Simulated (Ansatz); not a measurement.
# Phonons of LiCl (Fm-3m)

```yaml
crystal:
  lattice:
    - [0.00000, 2.48206, 2.48206]
    - [2.48206, 0.00000, 2.48206]
    - [2.48206, 2.48206, 0.00000]
  atoms:
    - { symbol: Li, position: [0.00000, 0.00000, 0.00000] }
    - { symbol: Cl, position: [0.50000, 0.50000, 0.50000] }
```

The conventional cell has a = 4.964 Å, b = 4.964 Å, c = 4.964 Å, α = 90.00°, β = 90.00°, γ = 90.00°. Li (atom 1) is surrounded by 6 Cl at 2.48 Å. Cl (atom 2) is surrounded by 6 Li at 2.48 Å.

Level of theory, where no other is named: LDA, all-electron LAPW in Ansatz 0.2.0, scalar-relativistic. k mesh 8×8×8, fixed occupations, basis error target 1 meV/atom. The cell was relaxed by PAW under this functional, which moved its volume by -9 % from the database entry's.

Atoms are displaced by 0.01 Å in the smallest supercells that hold the wave vectors of a 2×2×2 mesh. Negative values stand for unstable modes. The zone centre has no LO-TO term.

(1) What are the phonon energies at the solved wave vectors, in cm⁻¹?

(2) Is the structure dynamically stable at these wave vectors?

(3) How do the optical zone-centre modes decompose, and which are active?

(4) How well do frozen-core PAW files reproduce these all-electron values?

(5) The cell is scaled evenly to 30.123 and 31.041 Å³ (from 30.582), with free atoms relaxed and the shape held. What are the mode Grüneisen parameters γ = −d ln ω/d ln V?

(6) Linear response on PAW files adds the field. What are the dielectric tensor, the Born charges and the LO shift?

## Answers

(1) 

```csv
q,point,modes (cm⁻¹)
0.000 0.000 0.000,Gamma,228.9 (×3)
0.500 0.000 0.000,L,"126.7 (×2), 215.0, 234.0 (×2), 418.4"
0.500 0.500 0.000,X,"128.5 (×2), 193.1, 242.3 (×2), 265.9"
```

(2) Yes, no mode is unstable there; wave vectors off this mesh aren't tested.

(3) Point group m-3m: Γ_opt = T1u.

```tsv
label	cm⁻¹	activity	mostly
T1u	228.9	IR	Li (84 %)
```

(4) With a cutoff of 420 eV and displacements of 0.0025 Å, the r.m.s. difference over the modes is 0.4 cm⁻¹; the largest difference is 228.3 (PAW) against 228.9 cm⁻¹ (LAPW).

(5) For the highest mode, 424.3 cm⁻¹ in the small cell and 412.6 in the large one give γ ≈ 0.93. From the change of the dynamical matrix on each mode:

```csv
point,cm⁻¹,γ
Gamma,228.9,3.00
L,126.7,2.32
L,215.0,1.41
L,234.0,2.40
L,418.4,0.94
X,128.5,0.50
X,193.1,0.45
X,242.3,2.92
X,265.9,2.69
```

Weighted by the modes' heat capacities at 300 K, the mean on this mesh is 1.92; it moves with the q mesh, and a coarse one overweights the zone boundary.

(6) ε∞ = (3.18, 3.18, 3.18) along x, y, z with local fields. Born charges (xx, yy, zz): Li1 (1.16, 1.16, 1.16); Cl2 (-1.16, -1.16, -1.16). The highest zone-centre mode lies at 228.3 cm⁻¹ without the macroscopic field and at 412.6 cm⁻¹ with it, for q along x. Lyddane-Sachs-Teller then gives ε₀ = ε∞ (ω_LO/ω_TO)² = 10.40. With the ions free to follow the field, the program's ε₀ is (10.40, 10.40, 10.40).

Known limits: the frozen-core PAW files of the compared runs were fitted under PBE, their cores solved anew for this functional; semilocal gaps are low, and ε∞ tends to come out large.
